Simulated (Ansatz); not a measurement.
Problem. Each is relaxed and computed with r²SCAN (plane waves, PAW; program Ansatz). Which is the only metal?
A) YSi2Ru2, I4/mmm (Y on 2a, Si on 4e, Ru on 4d)
B) RuS2, Pa-3 (Ru on 4a, S on 8c)
C) HfSiO4, I4_1/amd (Hf on 4a, Si on 4b, O on 16h)
D) SiC, zinc blende

Solution. A, YSi2Ru2, I4/mmm (Y on 2a, Si on 4e, Ru on 4d). YSi2Ru2: metal; SiC: gap 1.71 eV (indirect); RuS2: gap 0.89 eV (indirect); HfSiO4: gap 6.00 eV (indirect). Standing as an ambient phase not checked: YSi2Ru2, I4/mmm (Y on 2a, Si on 4e, Ru on 4d). All cells were relaxed under the symmetry of their starts (and spin orders); stability against distortions was not tested throughout. Rows with no word on spin ran without spin polarisation. Spin–orbit coupling is left out wherever it is not named.

Potentials: the earlier of the program's two PAW sets.
